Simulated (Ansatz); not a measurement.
YSi in space group Cmcm (No. 63; Y on 4c, Si on 4c) at seven volumes, DFT-LDA in the program Ansatz with PAW potentials, shape and atoms relaxed at each. One row is withheld.

| V (Å³/atom) | P (GPa) |
|---|---|
| 18.734 | 11.52 |
| 19.352 | ? |
| 19.970 | 3.26 |
| 20.587 | 0.00 |
| 21.205 | -2.81 |
| 21.822 | -5.20 |
| 22.440 | -7.26 |

Task: Fit the shown pressures and predict the withheld one.

Result: Third-order Birch–Murnaghan: P = (3/2)B₀(x^(7/2) − x^(5/2))[1 + (3/4)(B′ − 4)(x − 1)] with x = (V₀/V)^(2/3). Least squares on the six rows gives V₀ = 20.586 Å³/atom, B₀ = 100.6 GPa, B′ = 4.12. At V = 19.352, x = 1.0421 and P = 7.06 GPa. The run itself gave 7.07 GPa.

The first step of the workflow began from a Materials Project structure, measured or hypothetical; the Crystallography Open Database copy checked does not list it. Its standing as an ambient phase is unchecked. The LDA relaxation kept the symmetry of its start; its stability against distortions is not shown here. No spin polarisation was allowed.

Potentials: the later of the program's two PAW sets.
